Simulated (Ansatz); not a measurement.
SiO₂ in space group P3_221 (No. 154; Si on 3a, O on 6c), r²SCAN (plane waves, PAW; program Ansatz), all energies at zero smearing, with the estimated change up to a 700 eV cutoff added, with one set of potentials and settings (totals compare only within such a set). Cell of 9 atoms (3 Si, 6 O): -5340.329 eV.

| element | reference phase | E (eV/atom) |
|---|---|---|
| Si | Fd-3m, 2 atoms in the cell | -639.0665 |
| O | C2/m, 4 atoms in the cell, spin-polarised | -566.0346 |

Formation energy per atom, worked out: (-5340.329 − 3×(-639.0665) − 6×(-566.0346))/9 = -2.991 eV/atom (-289 kJ per mol of atoms), at 0 K, without zero-point energy or fitted corrections.

The cell was relaxed with r²SCAN under the symmetry of its start; phonons on a q-mesh show no instability. The references are the lowest solids computed at this level, not always the standard phases (solids in place of the gases).

Potentials: the earlier of the program's two PAW sets.
